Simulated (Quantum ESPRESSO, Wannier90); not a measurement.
## Te2Pd (P-3m1), plane waves to Wannier functions

Cell from Materials Project (mp-782), symmetrised, no further relaxation. COD (Crystallography Open Database) has an entry of this formula and space group (matched by these alone). Computed values, not measurements, from PBEsol: Quantum ESPRESSO (norm-conserving PseudoDojo potentials, cutoff 66 Ry, no spin polarisation, no spin-orbit coupling) on a Γ-centred 6×6×4 mesh, then Wannier90. Density: 12×12×6 mesh, cold smearing 0.01 Ry. The cell is built of weakly bound layers, chains or molecules, whose nearest atoms lie 3.43 Å apart. Database cells relaxed without dispersion often hold them too far apart, which can enlarge gaps and weakens couplings between them; spacing and stacking were not compared with the measured crystal. Spin-orbit coupling is left out although heavy elements are present.

```
begin unit_cell_cart
ang
    4.0700898546    0.0000000000    0.0000000000
   -2.0350449273    3.5248012098    0.0000000000
    0.0000000000    0.0000000000    5.2330800000
end unit_cell_cart
mp_grid = 6 6 4
```

Neighbour vectors b of the finite-difference formula (Å⁻¹), by shell:

```json
[
 {"shell": "1", "b_x": "0.00000", "b_y": "0.29709", "b_z": "0.00000"},
 {"shell": "1", "b_x": "0.25729", "b_y": "0.14855", "b_z": "0.00000"},
 {"shell": "1", "b_x": "0.00000", "b_y": "-0.29709", "b_z": "0.00000"},
 {"shell": "1", "b_x": "0.25729", "b_y": "-0.14855", "b_z": "0.00000"},
 {"shell": "1", "b_x": "-0.25729", "b_y": "-0.14855", "b_z": "0.00000"},
 {"shell": "1", "b_x": "-0.25729", "b_y": "0.14855", "b_z": "0.00000"},
 {"shell": "2", "b_x": "0.00000", "b_y": "0.00000", "b_z": "0.30017"},
 {"shell": "2", "b_x": "0.00000", "b_y": "0.00000", "b_z": "-0.30017"}
]
```

Problem. Find the weights w_b from the completeness condition Σ_b w_b b_α b_β = δ_αβ.

Solution. Shell 1: Σ b_x² = 0.265, Σ b_y² = 0.265, Σ b_z² = 0.000 Å⁻²
Shell 2: Σ b_x² = 0.000, Σ b_y² = 0.000, Σ b_z² = 0.180 Å⁻²
Each of the three diagonal sums, weighted, has to give 1 and the off-diagonal ones 0, which holds for w_1 = 3.78 Å², w_2 = 5.55 Å². Check on xx: 3.78×0.265 + 5.55×0.000 = 1.00.

On this mesh the 11 functions of bands 17-27 (bands 17-27; start: atomic waves Pd 4d, Te 5p, conv_tol = 1.0e-6) end with spreads 2.8313, 2.8286, 2.8300, 2.8313, 2.8286, 2.8300, 0.9189, 1.0799, 1.0794, 1.1101, 1.1101 Å², Ω_I = 21.1092 Å² and Ω_D = 0.0306 Å².

Ω_total is the sum of the spreads, 22.278 Å². Ω_OD = Ω_total − Ω_I − Ω_D = 1.138 Å². Only (Ω_D + Ω_OD)/Ω_total = 5.2 % depends on the gauge, and another start could lower the total by that share at most. The rms radius is √(Ω_total/11) = 1.42 Å.
